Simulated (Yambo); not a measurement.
# How GW settings move the gap: CaHI monolayer

G0W0@PBEsol for a free-standing CaHI monolayer (symmetry P4/nmm, slab cell 20.2 Å high) in Yambo. Reference settings: 4×4×1 Γ-centred k mesh, 210 bands and a 7 Ry block in the screening, 210 bands in G with the Bruneval-Gonze terminator, plasmon pole fitted at 27.2 eV, slab-truncated Coulomb interaction, stochastic integration of W near q = 0. The PBEsol gap X → Γ on this mesh is 3.79 eV; G0W0 gaps are taken between the same points.

```csv
change from the reference,G0W0 gap X → Γ (eV),shift of the valence edge (eV)
reference settings,6.50,-1.22
"133 bands in W, 133 bands in G",6.51,-1.12
75 bands in G,6.47,-1.09
6 Ry block,6.48,-1.18
pole fitted at 40 eV,6.52,-1.26
"133 bands in G, no terminator",6.61,-0.95
```

The reference isn't shown to be the converged limit. In the run with 210 bands and a 7 Ry block, which covers more k points, the smallest G0W0 gap is 6.22 eV, X → M.

Spin-orbit coupling is left out, which matters for elements this heavy: edges can move by tenths of an eV.

Geometry relaxed with PBEsol; primitive cell a = 3.9625 Å, b = 3.9625 Å, c = 20.2000 Å, α = 90.00°, β = 90.00°, γ = 90.00°.

This is a model layer cut from the bulk structure; whether it is stable on its own was not checked.

A shift is the quasiparticle energy of the state minus its PBEsol energy.
